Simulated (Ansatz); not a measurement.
AlPd$_{3}$N (anti-perovskite, Pm-3m) under volume change, r²SCAN in the plane-wave PAW code Ansatz, scaled uniformly.

```tsv
V (Å³/atom)	E − E(relaxed) (meV/atom)	P (GPa)
12.603	77.5	21.86
13.019	32.3	13.24
13.434	7.6	6.03
13.850	0.0	0.01
14.265	6.7	-5.02
14.681	25.3	-9.20
15.096	53.8	-12.67
```

Q: What does a third-order Birch–Murnaghan fit give for V₀, B₀ and B′?

A: V₀ = 13.85 Å³/atom, B₀ = 183 GPa, B′ = 5.0.

The start of the workflow was typed in or built on a structure type; neither database checked (COD, Materials Project) lists it. Its standing as an ambient phase is unchecked. Symmetry was held in the r²SCAN relaxation; its stability against distortions is not shown here. No spin polarisation was allowed. The volume moved by 16 % from the start of the relaxation.

Potentials: the earlier of the program's two PAW sets. The files were generated under PBE; for other functionals the program regenerates the frozen cores, and for LDA and PBEsol the local potential too.
